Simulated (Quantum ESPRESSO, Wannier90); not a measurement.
Wannierisation of Ga₂BiAs (P-4m2)

```
CELL_PARAMETERS angstrom
      4.30014     0.00000     0.00000
      0.00000     4.30014     0.00000
      0.00000     0.00000     6.14586
ATOMIC_POSITIONS crystal
  Ga 0.50000 0.00000 0.72574
  Ga 0.00000 0.50000 0.27426
  Bi 0.00000 0.00000 0.00000
  As 0.50000 0.50000 0.50000
```

Structure: Materials Project mp-1018076, symmetrised, not relaxed again. Not found in the COD (Crystallography Open Database) copy used; not checked further. Method: PBEsol plane waves in Quantum ESPRESSO 7.5 (PseudoDojo norm-conserving files, 68 Ry, no spin polarisation, no spin-orbit coupling), Bloch states on a 6×6×4 mesh through Γ, Wannier90 4.0.1. Density: 8×8×6 mesh, cold smearing 0.01 Ry. Spin-orbit coupling is left out although heavy elements are present.

Valence charges of the files: Ga 13, Bi 15, As 15. 46 bands were computed.

Isolated groups of bands, relative to the Fermi level (bands from 23 on overlap up to the last one computed):

```csv
bands,from (eV),to (eV),filling,weight on atomic waves
1–5,-35.71,-35.68,filled,As 3d 100 %
6–10,-22.40,-22.35,filled,Bi 5d 100 %
11–20,-15.08,-14.96,filled,Ga 3d 99 %
21–22,-12.28,-10.31,filled,"Bi 6s 33 %, As 4s 32 %, Ga 4p 20 %"
```

Wanted is a model with the orbitals Ga s p, Bi s p, As s p, without the filled groups that are mainly made of other shells (semicore states, and anion s where it isn't named); all higher bands stay in for disentanglement.

Problem. Give num_wann, exclude_bands and num_bands, and the number of electrons that the model holds.

Solution. Electrons: 2×13 + 1×15 + 1×15 = 56, or 28.0 bands' worth; no gap over 0.05 eV opens at the Fermi level at this level of theory.
num_wann = 2×4 + 1×4 + 1×4 = 16.
exclude_bands = 1-20, 20 bands, so num_bands = 46 − 20 = 26.
The model holds 56 − 2×20 = 16 electrons. With the window frozen to 1.50 eV it follows pw.x to 6.7 meV rms (states up to 1.0 eV relative to the Fermi level).
